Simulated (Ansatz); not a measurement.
An Ansatz (a quantum-chemistry and plane-wave program) run. Input:

Ansatz 0.2 input:
```yaml
crystal:
  lattice:
    - [0.0, 2.9471415656, -3.01196213]
    - [0.0, 2.9471415656, 3.01196213]
    - [4.1337695327, 0.0, 0.0]
  atoms:
    - { symbol: Zr, position: [0.4927866546, 0.5072133454, 0.5] }
    - { symbol: Pb, position: [0.0519637829, 0.9480362171, 0.0] }
    - { symbol: O, position: [0.4379044508, 0.0305602912, 0.5] }
    - { symbol: O, position: [0.9694397088, 0.5620955492, 0.5] }
    - { symbol: O, position: [0.4409154029, 0.5590845971, 0.0] }
kpoints:
  mp_grid: { grid: [7, 7, 7] }
hamiltonian:
  xc: r2scan
  pseudopotentials: { kind: paw }
scf:
  occupations: { method: fixed }
checkpoint: { read: static.run }
output: { bader: true, populations: true }
```

Output (shortened):

```
Pseudopotentials: kind: paw
Pseudopotential: Zr, paw, valence charge 12
Pseudopotential: Pb, paw, valence charge 14
Pseudopotential: O, paw, valence charge 6
Functional definition: r2SCAN
Crystal: 5 atoms, lattice volume = 73.388 Å³
Basis set: ecut = 500 eV, 1863 PW (Γ), exchange–correlation on 128×128×128 points (64 copies of the dense FFT grid, shifted against one another)
Bands: 27, of which v1, the nominal top of the filled ones, is band 22 counted from 1 (21 counted from 0)
Symmetry: 4 space group operations
Space group: Amm2 (ITA 38), of the structure as read, at distance tolerance 4.2e-5 Å
k-points: 64 of 343 (time reversal used)
PAW frozen core: Zr, regenerated for the run's functional
PAW frozen core: Pb, regenerated for the run's functional
PAW frozen core: O, regenerated for the run's functional
Initial density: read from a saved state, or passed on in memory by an earlier SCF of this step, an earlier step, the calling program or the single point that …
Stability of the state it starts from, as read at its close in the unpolarized treatment …
Initial wavefunctions: pseudopotential atomic-orbital guess
Eigensolver: davidson
Functional: x = r2scan, c = r2scan; τ floored in thin density (d = 2e-4 eV/Å³)
iter 1 solved again at ethr=6.36e-8 eV; its pass at ethr=3.10e-3 eV (dr2=2.80e-5 eV) is discarded
SCF iter   1: F=—  HF=-17827.355017 eV  |F-HF|=—  |Δ(HF+E_count)|=         —  Δρ=5.58e-7  dr2=2.02e-10  dr2_τ=1.50e-11  ethr=6.36e-8  ⟨swp⟩=3.8  Hψ=11602  notcnv=0  defer=192
all-band conjugate gradients solve this SCF's bands
preconditioner: auto → Resta (q_TF=auto, 2.505 Å⁻¹)
SCF iter   2: F=-17827.355017 eV  HF=-17827.355017 eV  |F-HF|=5.46e-11  |Δ(HF+E_count)|=   4.67e-9  Δρ=3.53e-7  dr2=7.45e-11  dr2_τ=2.20e-11  ethr=1.00e-12  ⟨swp⟩=11.3  Hψ=9259  notcnv=0
SCF 1 converged in 2 iterations: F = -17827.355017 eV  dr2 = 7.45e-11
SCF converged after 2 iterations
Free energy (F): -17827.355017 eV
Harris-Foulkes:  -17827.355017 eV  (|F-HF|=5.46e-11)
Internal energy: -17827.355017 eV  (E = F + TS)
E sigma→0 (E₀):  -17827.355017 eV
Fermi energy:    9.040817 eV
--- Per-component energies (eV) ---
  E_band       = -171.823906
  E_kinetic    = 1150.135923
  E_local      = -2655.641262  (includes V_loc(G=0)·N_el)
  E_nonlocal   = 568.161665
  E_hartree    = 963.388796
  E_xc         = -587.660046
  E_vxc        = -677.564798  (∫ρ·V_xc dr)
  E_paw        = -13879.778136  (= ΣΔE_a)
  E_vpaw       = -527.155722  (= ΣTr[D̂ρ^β])
  E_aug_tail   = 0.003050  (compensation charges beyond the density's cutoff)
  E_vtau       = 43.459789  (kinetic-family band-sum trace: ∫τ·v_τ [+ j·A + Jᵃ·Aᵃ] dr)
  E_ewald      = -3386.669945
  E_core_change = 0.704938  (= ΣΔE_core)
  E_smearing   =  0.000000  (= −TS)
  E_closure    = 0.000000  (closes the sum)
  Σ components = -17827.355017   (vs F -17827.355017, Δ=0.00e0)
  [band-id]    e_kinetic+e_local+e_nonlocal+2·e_hartree+e_vxc+e_vpaw+e_augmentation_tail+e_vtau = -171.823763   (vs E_band -171.823906, Δ=1.43e-4)
--- Band table (eV; the first three rows and the last of 64) ---
  k-point 0: bands = ["-39.8201", "-17.2787", "-17.2776", "-17.2438", "-9.2041", "-8.6019", "-8.2199", "-6.8704", "-6.8401", "-6.7991", "-6.7760", "-6.5796", "3.0802", "6.1324", "6.2645", "6.4404", "7.5409", "7.7565", "7.7892", "7.7904", "7.8869", "8.3520", "13.1164", "13.6351", "13.8218", "15.0135", "16.1271"]
  k-point 1: bands = ["-39.8193", "-17.3431", "-17.2774", "-17.2389", "-9.0442", "-8.5638", "-8.2293", "-6.8690", "-6.8577", "-6.7949", "-6.7450", "-6.5725", "2.8555", "6.1029", "6.1783", "6.4335", "7.5001", "7.6253", "7.6717", "7.7097", "8.0574", "8.3202", "13.4579", "13.5419", "13.8610", "15.1905", "15.5601"]
  k-point 2: bands = ["-39.8175", "-17.4774", "-17.2746", "-17.2345", "-8.7457", "-8.4143", "-8.2502", "-6.8740", "-6.8646", "-6.7816", "-6.6988", "-6.5536", "2.4461", "5.4689", "6.2089", "6.3950", "7.3365", "7.4583", "7.5181", "7.7057", "8.3022", "8.4070", "13.6828", "13.9813", "14.1444", "14.2578", "15.6171"]
  k-point 63: bands = ["-39.8102", "-17.5652", "-17.4909", "-17.4623", "-8.2264", "-7.7333", "-7.7086", "-6.8090", "-6.8089", "-6.6118", "-6.4302", "-6.4157", "2.2338", "4.4877", "4.7950", "5.0913", "5.3740", "5.4221", "6.2315", "8.4326", "8.6033", "8.8153", "14.9164", "15.3274", "15.4679", "15.9956", "16.0859"]
  band table: 27 of 27 bands, residual norms ≤ 1.0e-3 eV
--- Löwdin populations: 5 sites ---
  site symbol       q [e]
     0     Zr     10.5340
     1     Pb     12.9778
     2      O      6.7701
     3      O      6.7701
     4      O      6.7598
  spilling = 0.004278 (of n_electrons = 44.000000)
--- Bader charges: 5 sites ---
  site symbol  charge [e]  shift [e]
     0     Zr      2.6587     0.0012
     1     Pb      1.3769     0.0001
     2      O     -1.3469     0.0004
     3      O     -1.3469     0.0004
     4      O     -1.3418     0.0002
  shift: an alarm, by how much a part of what the PAW files miss would move the charge. Where it is large, compare
  with a run on PAW files of another source; a small one proves nothing
  estimated error of the sums over rays = 3.0e-4 e
```

Cost: about 90 core-seconds (a rough figure) on shared cores.

The first step of the workflow began from a Materials Project structure, measured or hypothetical; the Crystallography Open Database files this formula in space group No. 38, but the cells were not matched. Its standing as an ambient phase is unchecked. The cell was relaxed with r²SCAN under the symmetry of its start; whether a distortion lowers the energy is not shown. No spin polarisation was allowed. Spin–orbit coupling is left out wherever it is not named.

Potentials: the later of the program's two PAW sets.

Ansatz is a plane-wave DFT program.
